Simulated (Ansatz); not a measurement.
# Zone-centre modes in HfO$_{2}$

Theory: DFT r2SCAN, scalar-relativistic, plane waves, PAW in Ansatz. The runs took a 500 eV cutoff, a Γ-centred 8×8×8 mesh and Gaussian smearing (0.05 eV). Spin–orbit coupling is left out, which can shift energies with elements as heavy as these. No spin polarisation.

Zero of the scan (as given, not relaxed at this level; this fluorite-type form isn't the usual structure):

```yaml
crystal:
  lattice:
    - [0.00000, 2.55750, 2.55750]
    - [2.55750, 0.00000, 2.55750]
    - [2.55750, 2.55750, 0.00000]
  atoms:
    - { symbol: Hf, position: [0.00000, 0.00000, 0.00000] }
    - { symbol: O, position: [0.25000, 0.25000, 0.25000] }
    - { symbol: O, position: [0.75000, 0.75000, 0.75000] }
```

Harmonic modes by finite displacements of 0.02 Å, without the LO–TO term.

(1) At this geometry, is the structure stable against these modes?

(2) List the wavenumbers in cm⁻¹.

Answers

(1) Yes: no mode is imaginary beyond 10 cm⁻¹, and only the three translations lie near zero.

(2) 0, 0, 0, 203, 203, 203, 565, 565, 565.

Cost: 1 run of about 0.49 core-minutes, on Oxide Virtual Turin-like Processor (Zen 5) (shared hosts).